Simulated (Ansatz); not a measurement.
Ba3CaF8 on the sites of the fluorite structure, 12 atoms and 96 valence electrons in a cell of about 218 Å³, was run 10 times in Ansatz, each time on 1 × NVIDIA H100 80GB HBM3 with 2 threads of AMD EPYC 7R13 Processor (Zen 3) (shared host).

```
                   run  k mesh  irreducible k  cutoff (eV)  plane waves  bands  SCF iterations  wall time  peak host memory (GiB)
       relaxation, PBE   4×4×6             28          420         4365     60              60       26 s                       1
    relaxation, r2SCAN   4×4×6             28          500         5539     60              42       28 s                     1.1
            bands, PBE   4×4×6             28          420         4265     55               7       22 s                       1
  single point, r2SCAN   4×4×6             28          500         5539     55               8       13 s                     1.4
   single point, HSE06   2×2×4              9          420         4265     55              14       54 s                     2.1
 single point, PBE+SOC   4×4×6             28          420         4265    110              11       21 s                     1.2
field response, r2SCAN   4×4×6             52          500         5539     60              10       81 s                     4.4
    relaxation, PBEsol   4×4×6             28          420         4153     60              55       31 s                       1
     Γ phonons, PBEsol   4×4×4             36          420         4153     60              15    2.7 min                     3.5
    single point, PBE0   2×2×4              9          420         4265     55              15       90 s                     2.1
```

The slowest run (Γ phonons, PBEsol) took about 12 times as long as the quickest (single point, r2SCAN).

Only the levels marked +SOC include spin-orbit coupling.
